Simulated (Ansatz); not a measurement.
AlGaAs$_{2}$, first-principles data

AlGaAs2:
```
CELL_PARAMETERS angstrom
      2.00560     1.15793     6.54779
     -2.00560     1.15793     6.54779
      0.00000    -2.31586     6.54779
ATOMIC_POSITIONS crystal
  Al 0.99970 0.99970 0.99970
  Ga 0.50021 0.50021 0.50021
  As 0.12487 0.12487 0.12487
  As 0.62525 0.62525 0.62525
```

Space group R3m (No. 160); conventional cell a = b = 4.0112 Å, c = 19.6434 Å, α = β = 90.00°, γ = 120.00°.

Method: the program Ansatz at the r²SCAN level (PAW). Geometry: relaxed at this level of theory. Other levels are named where they apply.

### Cell and energy

```json
{
  "volume_per_atom": "22.81 Å³",
  "density": "4.49 g/cm³"
}
```

### Electronic structure

```json
{
 "band_gap": "1.35 eV (direct)",
 "valence_band_maximum": "at Γ",
 "conduction_band_minimum": "at Γ"
}
```

The first step of the workflow began from a Materials Project structure, measured or hypothetical; the Crystallography Open Database copy checked does not list it. With Al and Ga taken as one species the cell has the higher symmetry F-43m, so it may be an ordered model of a mixed-site phase. Its standing as an ambient phase is unchecked. Symmetry was held in the r²SCAN relaxation; its stability against distortions is not shown here. Spin–orbit coupling is left out wherever it is not named.

Potentials: the earlier of the program's two PAW sets. The files were generated under PBE; for other functionals the program regenerates the frozen cores, and for LDA and PBEsol the local potential too.
